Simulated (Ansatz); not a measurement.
NdN:
```xyz
2
Lattice="0.0000 2.5555 2.5555 2.5555 0.0000 2.5555 2.5555 2.5555 0.0000" Properties=species:S:1:pos:R:3 pbc="T T T"
N      0.0000     0.0000     0.0000
Nd     2.5555     2.5555     2.5555
```
The run is spin-polarised; directions of the spins, atom by atom: 0 ↑.

Relaxed with r²SCAN.

Give the Bader charges and basin volumes of the independent atoms, DFT-r²SCAN in the program Ansatz with PAW potentials.



```csv
atom,Bader charge (e),Bader volume (Å³)
N1,-1.77,15.9
Nd2,+1.77,17.5
```

Space group Fm-3m (rock salt). The workflow started from an entry of the Crystallography Open Database (COD). Its standing as an ambient phase is unchecked. The cell was relaxed with r²SCAN under the symmetry of its start; whether a distortion lowers the energy is not shown. The final state is ferromagnetic, chosen from 3 collinear starts compared on coarse meshes (ties went to the first, and starts can fall back to one state), not a proven ground state. The 4f shell is in the valence, and the state reached may lie above the lowest one. Other orbital occupations within this spin state were not tried. No Hubbard U is applied. Scalar-relativistic: spin–orbit coupling is off unless named, which matters more the heavier the elements.

Potentials: the later of the program's two PAW sets.
